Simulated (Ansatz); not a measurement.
ScAg4:
```
ScAg4
1.0
   -3.26285     3.26285     2.01728
    3.26285    -3.26285     2.01728
    3.26285     3.26285    -2.01728
Ag Sc
4 1
Direct
  0.59960   0.19939   0.79899
  0.80061   0.59960   0.40021
  0.40040   0.80061   0.20101
  0.19939   0.40040   0.59979
  0.00000   0.00000   0.00000
```

Relaxed with PBEsol. Special points in fractions of this cell's reciprocal vectors: Γ (0.000, 0.000, 0.000); X (0.000, 0.000, 0.500); M (-0.500, 0.500, 0.500); Z (0.346, 0.346, -0.346); Z0 (-0.346, 0.654, 0.346); P (0.250, 0.250, 0.250); N (0.000, 0.500, 0.000).

List the band energies nearest the Fermi level at these points for PBEsol in the plane-wave PAW code Ansatz.

In eV from the Fermi level; about four levels below and three above (degenerate sets whole), none deeper than 8.9 eV; points with the same levels are listed once.

| k | below | above |
|---|---|---|
| Γ | -3.98 -3.98 -3.38 -3.31 -1.39 | 0.25 1.48 1.65 1.65 |
| X | -3.58 -3.55 -3.35 -3.32 | 0.50 1.01 1.31 |
| M | -3.32 -2.23 -2.23 -2.12 | 1.82 1.97 1.98 |
| Z | -1.94 -1.77 -1.77 -0.47 | 1.66 2.04 2.04 |
| P | -2.35 -2.35 -1.90 -1.61 | 1.40 1.60 1.60 |
| N | -3.24 -2.34 -0.92 -0.46 | 0.97 1.31 1.71 1.71 |

Space group I4/m. The workflow started from an entry of the Crystallography Open Database (COD). Whether it is the stable phase at ambient conditions was not checked. The PBEsol relaxation kept the symmetry of its start; of distortions, only those at the zone centre were tested. No spin polarisation was allowed. Spin–orbit coupling is left out wherever it is not named.

Potentials: the later of the program's two PAW sets.
